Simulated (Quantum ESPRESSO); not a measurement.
RhCu3Ru2WMo, input and log of a self-consistent run

Computed values, not a measurement. The program is pw.x of Quantum ESPRESSO 7.5 (plane-wave density functional theory). The cell is made up: eight metal atoms on a hexagonal close-packed lattice, with elements, volume, strain and displacements drawn at random and not relaxed, so it may be unstable or far from any real phase. PseudoDojo standard norm-conserving files set the functional (PBE unless stated); there is no spin polarisation or spin-orbit coupling, the Fermi-Dirac width of 0.25 eV means electrons at about 2900 K, and the masses in the input are unused placeholders. The copper pseudopotential is less sure than most, with forces differing by about three percent and pressure by about two GPa from a second method on plain copper. Heavy elements are run without spin-orbit coupling, which real alloys of them have. A spin test at this wide smearing found no moment, but such smearing suppresses magnetism that the real alloy may have.

Input:

```
&control calculation='scf', pseudo_dir='./dojo.nc.sr.pbe.v0_5.standard.upf', outdir='./o', disk_io='minimal', tprnfor=.true., tstress=.true. /
&system ibrav=0, nat=8, ntyp=5, nbnd=81, ecutwfc=92.02030273, nosym=.true., tot_charge=0,
 occupations='smearing', smearing='fd', degauss=0.0183746611
/
&electrons conv_thr=1.470e-08, electron_maxstep=70, mixing_beta=0.5 /
ATOMIC_SPECIES
Cu 1.0 Cu.upf
Mo 1.0 Mo.upf
Rh 1.0 Rh.upf
Ru 1.0 Ru.upf
W 1.0 W.upf
CELL_PARAMETERS angstrom
0.0078 -0.0071 -4.3796
-0.0353 4.6727 0.0076
5.514 -0.0408 -0.0096
ATOMIC_POSITIONS angstrom
Rh 0.0014 0.1174 -0.0366
Cu 2.7505 -0.0859 0.0036
Cu 1.4642 2.3313 0.0844
Ru 4.1464 2.4492 0.1026
W -0.0004 1.5407 -2.3006
Cu 2.7222 1.5147 -2.2537
Mo 1.5427 3.8499 -2.2956
Ru 4.1301 3.7995 -2.1631
K_POINTS automatic
5 5 4 1 1 1
```

The log is shortened where brackets say so; the opening notice, blank lines, dates and the lines on written files are dropped, and the path of the files is cut. It prints rydbergs, bohrs and kilobars, and counts compression as positive stress. Its total energy is the free energy E - TS of the whole cell.

```
     Program PWSCF v.7.5
     Parallel version (MPI & OpenMP), running on       4 processor cores
     Number of MPI processes:                 4
     Threads/MPI process:                     1
     [start-up lines left out]
     bravais-lattice index     =            0
     lattice parameter (alat)  =       8.2763  a.u.
     unit-cell volume          =     761.4457 (a.u.)^3
     number of atoms/cell      =            8
     number of atomic types    =            5
     number of electrons       =       134.00
     number of Kohn-Sham states=           81
     kinetic-energy cutoff     =      92.0203  Ry
     charge density cutoff     =     368.0812  Ry
     scf convergence threshold =      1.5E-08
     mixing beta               =       0.5000
     number of iterations used =            8  plain     mixing
     Exchange-correlation= PBE
                           (   1   4   3   4   0   0   0)
     [axes and pseudopotential details left out]
   Cartesian axes
     site n.     atom                  positions (alat units)
         1        Rh     tau(   1) = (   0.0003197   0.0268060  -0.0083569  )
         2        Cu     tau(   2) = (   0.6280236  -0.0196136   0.0008220  )
         3        Cu     tau(   3) = (   0.3343218   0.5323073   0.0192711  )
         4        Ru     tau(   4) = (   0.9467504   0.5592275   0.0234267  )
         5        W      tau(   5) = (  -0.0000913   0.3517891  -0.5252976  )
         6        Cu     tau(   6) = (   0.6215618   0.3458525  -0.5145889  )
         7        Mo     tau(   7) = (   0.3522458   0.8790503  -0.5241559  )
         8        Ru     tau(   8) = (   0.9430286   0.8675425  -0.4939021  )
     number of k points=    50  Fermi-Dirac smearing, width (Ry)=  0.0184
                       cart. coord. in units 2pi/alat
        k(    1) = (   0.0998102   0.0946443  -0.0999760), wk =   0.0400000
        k(    2) = (   0.2983897   0.0961439  -0.0996247), wk =   0.0400000
     [further k points left out]
     Dense  grid:    90763 G-vectors     FFT dimensions: (  54,  54,  64)
     Estimated max dynamical RAM per process >     361.38 MB
     Estimated total dynamical RAM >       1.35 GB
     Initial potential from superposition of free atoms
     starting charge     133.9949, renormalised to     134.0000
     Starting wfcs are   80 randomized atomic wfcs +    1 random wfcs
     total cpu time spent up to now is        4.1 secs
     per-process dynamical memory:   272.4 Mb
     Self-consistent Calculation
     iteration #  1     ecut=    92.02 Ry     beta= 0.50
     Davidson diagonalization with overlap
     ethr =  1.00E-02,  avg # of iterations =  3.0
     total cpu time spent up to now is       14.0 secs
     total energy              =   -2064.45696101 Ry
     estimated scf accuracy    <       7.09887405 Ry
     iteration #  2     ecut=    92.02 Ry     beta= 0.50
     Davidson diagonalization with overlap
     ethr =  5.30E-03,  avg # of iterations =  2.7
     total cpu time spent up to now is       24.2 secs
     total energy              =   -2066.15060383 Ry
     estimated scf accuracy    <      29.51869623 Ry
     iteration #  3     ecut=    92.02 Ry     beta= 0.50
     Davidson diagonalization with overlap
     ethr =  5.30E-03,  avg # of iterations =  2.9
     total cpu time spent up to now is       33.7 secs
     total energy              =   -2068.15627522 Ry
     estimated scf accuracy    <       8.50762131 Ry
     iteration #  4     ecut=    92.02 Ry     beta= 0.50
     Davidson diagonalization with overlap
     ethr =  5.30E-03,  avg # of iterations =  1.8
     total cpu time spent up to now is       41.7 secs
     total energy              =   -2068.62937313 Ry
     estimated scf accuracy    <       2.15700678 Ry
     iteration #  5     ecut=    92.02 Ry     beta= 0.50
     Davidson diagonalization with overlap
     ethr =  1.61E-03,  avg # of iterations =  1.4
     total cpu time spent up to now is       49.5 secs
     total energy              =   -2068.60959132 Ry
     estimated scf accuracy    <       1.41220837 Ry
     [iterations 6 to 15 left out]
     iteration # 16     ecut=    92.02 Ry     beta= 0.50
     Davidson diagonalization with overlap
     ethr =  2.12E-09,  avg # of iterations =  1.1
     total cpu time spent up to now is      140.5 secs
     total energy              =   -2068.71840150 Ry
     estimated scf accuracy    <       0.00000090 Ry
     iteration # 17     ecut=    92.02 Ry     beta= 0.50
     Davidson diagonalization with overlap
     ethr =  6.70E-10,  avg # of iterations =  1.4
     total cpu time spent up to now is      148.1 secs
     total energy              =   -2068.71840156 Ry
     estimated scf accuracy    <       0.00000036 Ry
     iteration # 18     ecut=    92.02 Ry     beta= 0.50
     Davidson diagonalization with overlap
     ethr =  2.71E-10,  avg # of iterations =  1.0
     total cpu time spent up to now is      155.3 secs
     total energy              =   -2068.71840159 Ry
     estimated scf accuracy    <       0.00000002 Ry
     iteration # 19     ecut=    92.02 Ry     beta= 0.50
     Davidson diagonalization with overlap
     ethr =  1.81E-11,  avg # of iterations =  2.0
     total cpu time spent up to now is      164.7 secs
     total energy              =   -2068.71840159 Ry
     estimated scf accuracy    <       0.00000006 Ry
     iteration # 20     ecut=    92.02 Ry     beta= 0.50
     Davidson diagonalization with overlap
     ethr =  1.81E-11,  avg # of iterations =  2.0
     total cpu time spent up to now is      172.7 secs
     End of self-consistent calculation
     [lines on levels left out]
!    total energy              =   -2068.71840159 Ry
     estimated scf accuracy    <          6.7E-09 Ry
     smearing contrib. (-TS)   =      -0.11712482 Ry
     internal energy E=F+TS    =   -2068.60127677 Ry
     The total energy is F=E-TS. E is the sum of the following terms:
     one-electron contribution =    -870.04902008 Ry
     hartree contribution      =     519.90995287 Ry
     xc contribution           =    -299.61969418 Ry
     ewald contribution        =   -1418.84251538 Ry
     convergence has been achieved in  20 iterations
     Forces acting on atoms (cartesian axes, Ry/au):
     atom    1 type  3   force =     0.01744822   -0.03576397   -0.01040525
     atom    2 type  1   force =     0.01196156    0.03897224   -0.02682120
     atom    3 type  1   force =    -0.00094022   -0.00995756   -0.05412447
     atom    4 type  4   force =    -0.00266820   -0.04662973   -0.05076686
     atom    5 type  5   force =     0.00277337    0.02439263    0.05555712
     atom    6 type  1   force =     0.02018747   -0.00443113    0.02478443
     atom    7 type  2   force =    -0.03480302    0.00340882    0.05615827
     atom    8 type  4   force =    -0.01395918    0.03000871    0.00561797
     Total force =     0.148646     Total SCF correction =     0.000240
     Computing stress (Cartesian axis) and pressure
          total   stress  (Ry/bohr**3)                   (kbar)     P=        4.33
  -0.00030837   0.00015852  -0.00003187          -45.36       23.32       -4.69
   0.00015852   0.00010850   0.00009754           23.32       15.96       14.35
  -0.00003187   0.00009754   0.00028825           -4.69       14.35       42.40
     init_run     :      3.76s CPU      3.95s WALL (       1 calls)
     electrons    :    164.47s CPU    168.63s WALL (       1 calls)
     forces       :      1.52s CPU      1.52s WALL (       1 calls)
     stress       :      5.42s CPU      5.42s WALL (       1 calls)
     [timing details left out]
     PWSCF        :   2m55.28s CPU   2m59.65s WALL
     JOB DONE.
```

In other units: free energy -28146.348 eV for the cell, pressure 0.43 GPa, largest force component 1.444 eV/Å in size. The run took 181 s of wall time with four MPI processes on a shared machine (AMD EPYC, Zen 5, virtual cores), so the time is rough. A rerun of this cell at a higher cutoff and on a denser mesh moved values by no more than 0.008 eV in energy, 0.14 GPa in stress and 0.018 eV/Å in force, and a second program with other atomic files agreed on that cell to 2 % rms in force and 0.5 GPa in pressure.